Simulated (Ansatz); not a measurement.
Sb2TeO2:
```
CELL_PARAMETERS angstrom
     -1.93562     1.93562     6.23658
      1.93562    -1.93562     6.23658
      1.93562     1.93562    -6.23658
ATOMIC_POSITIONS crystal
  Sb 0.34569 0.34569 0.00000
  Sb 0.65431 0.65431 0.00000
  O  0.75000 0.25000 0.50000
  O  0.25000 0.75000 0.50000
  Te 0.00000 0.00000 0.00000
```

Relaxed with r²SCAN. Special points in fractions of this cell's reciprocal vectors: Γ (0.000, 0.000, 0.000); X (0.000, 0.000, 0.500); P (0.250, 0.250, 0.250); N (0.000, 0.500, 0.000); M (0.500, 0.500, -0.500); S (0.274, 0.726, -0.274); S0 (-0.274, 0.274, 0.274); R (-0.048, 0.048, 0.500); G (0.500, 0.500, -0.048).

Q: List the band energies nearest the Fermi level at these points for DFT-r²SCAN in the program Ansatz with PAW potentials.

A: In eV from the Fermi level; about four levels below and three above (degenerate sets whole), none deeper than 8.9 eV; points with the same levels are listed once.

| k | below | above |
|---|---|---|
| Γ | -3.15 -1.77 -1.52 -1.52 | 0.00 3.37 3.69 3.69 |
| X | -3.51 -3.51 -3.07 -1.63 -0.35 | 2.32 2.82 3.13 |
| P | -3.77 -3.77 -3.51 -3.51 -1.74 | 0.73 0.73 2.93 |
| N | -5.54 -3.57 -2.29 -0.57 | 0.01 2.26 2.49 |
| M | -2.93 -1.00 -1.00 -0.98 | 0.60 1.71 1.71 |
| S | -5.30 -3.99 -2.19 -0.55 | 0.01 2.33 2.65 |
| R | -3.55 -3.52 -2.99 -1.95 | 0.07 2.31 2.79 |

Space group I4/mmm. A made-up cell: these elements were put on the sites of a structure type; neither database checked (COD, Materials Project) lists it. Its standing as an ambient phase is unchecked. The cell was relaxed with r²SCAN under the symmetry of its start; whether a distortion lowers the energy is not shown. Spin–orbit coupling is left out wherever it is not named.

Potentials: the earlier of the program's two PAW sets. The files were generated under PBE; for other functionals the program regenerates the frozen cores, and for LDA and PBEsol the local potential too.
